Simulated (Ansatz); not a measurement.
**MnF2**

Method: r²SCAN, scalar-relativistic; collinear spin; PAW, 500 eV, Γ-centred 6×6×8 mesh, 0.05 eV Gaussian smearing; code Ansatz. The datasets are Ansatz's generated set soft_2.

```xyz
6
Lattice="4.8696 0.0000 0.0000 0.0000 4.8696 0.0000 0.0000 0.0000 3.2918" Properties=species:S:1:pos:R:3 pbc="T T T"
Mn    0.0000    0.0000    0.0000
Mn    2.4348    2.4348    1.6459
F     1.4795    1.4795    0.0000
F     0.9553    3.9143    1.6459
F     3.3901    3.3901    0.0000
F     3.9143    0.9553    1.6459
```

The chain of runs began from a cell as deposited in COD, expanded in volume.

Magnetic state: antiferromagnetic, site spin moments Mn 4.22, -4.22 μB.

Cell and atoms are those of this level's equilibrium.

Elastic constants come from the stress of slightly strained cells with relaxed atoms, in GPa, Voigt order xx, yy, zz, yz, xz, xy in the Cartesian frame of the vectors above.

```
109.1  90.2  79.9   0.0   0.0   0.0
 90.2 109.1  79.9   0.0   0.0   0.0
 79.9  79.9 169.2   0.0   0.0   0.0
  0.0   0.0   0.0  28.2   0.0   0.0
  0.0   0.0   0.0   0.0  28.2   0.0
  0.0   0.0   0.0   0.0   0.0  72.2
```

Problem. Work out the Voigt, Reuss and Hill moduli.

Solution. Voigt: K = (C11 + C22 + C33 + 2(C12 + C13 + C23))/9 = 99 GPa, G = (C11 + C22 + C33 − C12 − C13 − C23 + 3(C44 + C55 + C66))/15 = 35 GPa. Reuss, from the compliances S = C⁻¹: K = 96 GPa, G = 23 GPa. Hill means: K = 97 GPa, G = 29 GPa.

Problem. And Young's modulus, Poisson's ratio, Pugh's ratio and the anisotropy?

Solution. E = 9KG/(3K + G) = 79 GPa, ν = (3K − 2G)/(6K + 2G) = 0.37, K/G = 3.37 (over the 1.75 that Pugh's rule, made for metals, takes as the line between brittle and ductile), universal anisotropy index 5G_V/G_R + K_V/K_R − 6 = 2.7. The eigenvalues of C are 18.9, 28, 28, 70, 72, 298 GPa, all positive.

Problem. What sound velocities and Debye temperature follow for a polycrystal?

Solution. With a density of 3.954 g/cm³ (mean mass 31.0 u, 13.01 Å³/atom), K = 97.3 and G = 28.89 GPa from the unrounded constants, v_l = √((K + 4G/3)/ρ) = 5860 m/s and v_t = √(G/ρ) = 2700 m/s. The mean [(1/v_l³ + 2/v_t³)/3]^(−1/3) is 3040 m/s, and θ_D = (ħ/k_B)(6π²/V)^(1/3) v_m ≈ 390 K, with V the volume an atom. This is the low-temperature, elastic estimate.

The equation of state, an independent route, gives B0 = 96 GPa; its match is the Reuss value, 96 GPa, which holds for uniform pressure.

Cost: 6.8 min on 4 threads of Intel(R) Xeon(R) Platinum 8488C (Sapphire Rapids) (shared host), peak memory 1.6 GiB.

Site moments are of spin, integrated over atomic spheres.
